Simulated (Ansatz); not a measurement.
GeSe:
```yaml
crystal:
  lattice:
    - [10.97075, 0.00000, 0.00000]
    - [0.00000, 3.87918, 0.00000]
    - [0.00000, 0.00000, 4.42315]
  atoms:
    - { symbol: Ge, position: [0.12359, 0.25000, 0.11334] }
    - { symbol: Ge, position: [0.87641, 0.75000, 0.88666] }
    - { symbol: Ge, position: [0.37641, 0.75000, 0.61334] }
    - { symbol: Ge, position: [0.62359, 0.25000, 0.38666] }
    - { symbol: Se, position: [0.85476, 0.25000, 0.49812] }
    - { symbol: Se, position: [0.14524, 0.75000, 0.50188] }
    - { symbol: Se, position: [0.64524, 0.75000, 0.99812] }
    - { symbol: Se, position: [0.35476, 0.25000, 0.00188] }
```

Relaxed with PBE+D3(BJ). Special points in fractions of this cell's reciprocal vectors: Γ (0.000, 0.000, 0.000); X (0.500, 0.000, 0.000); S (0.500, 0.500, 0.000); Y (0.000, 0.500, 0.000); Z (0.000, 0.000, 0.500); U (0.500, 0.000, 0.500); R (0.500, 0.500, 0.500); T (0.000, 0.500, 0.500).

List the band energies nearest the valence-band maximum at these points for PBE+D3(BJ) (plane waves, PAW; program Ansatz).

In eV from the valence-band maximum; about four levels below and three above (degenerate sets whole), none deeper than 8.9 eV; points with the same levels are listed once.

```json
[
 {"k": "Γ", "below": "-1.40 -1.09 -0.84 -0.21", "above": "0.72 2.66 2.68"},
 {"k": "X", "below": "-1.70 -1.70 -0.46 -0.46", "above": "2.36 2.36 2.41 2.41"},
 {"k": "S", "below": "-1.51 -1.51 -1.51 -1.51", "above": "1.48 1.48 1.48 1.48"},
 {"k": "Y", "below": "-1.39 -1.39 -1.18 -1.18", "above": "1.11 1.11 1.21 1.21"},
 {"k": "Z", "below": "-0.96 -0.96 -0.40 -0.40", "above": "1.23 1.23 1.92 1.92"},
 {"k": "U", "below": "-0.58 -0.58 -0.53 -0.53", "above": "1.27 1.27 1.92 1.92"},
 {"k": "R", "below": "-1.49 -1.49 -1.49 -1.49", "above": "2.57 2.57 2.57 2.57"},
 {"k": "T", "below": "-2.18 -2.18 -1.50 -1.50", "above": "2.84 2.84 3.26 3.26"}
]
```

Space group Pnma. Symmetry was held in the PBE+D3(BJ) relaxation. Scalar-relativistic: spin–orbit coupling is off unless named, which matters more the heavier the elements.

Potentials: the later of the program's two PAW sets.
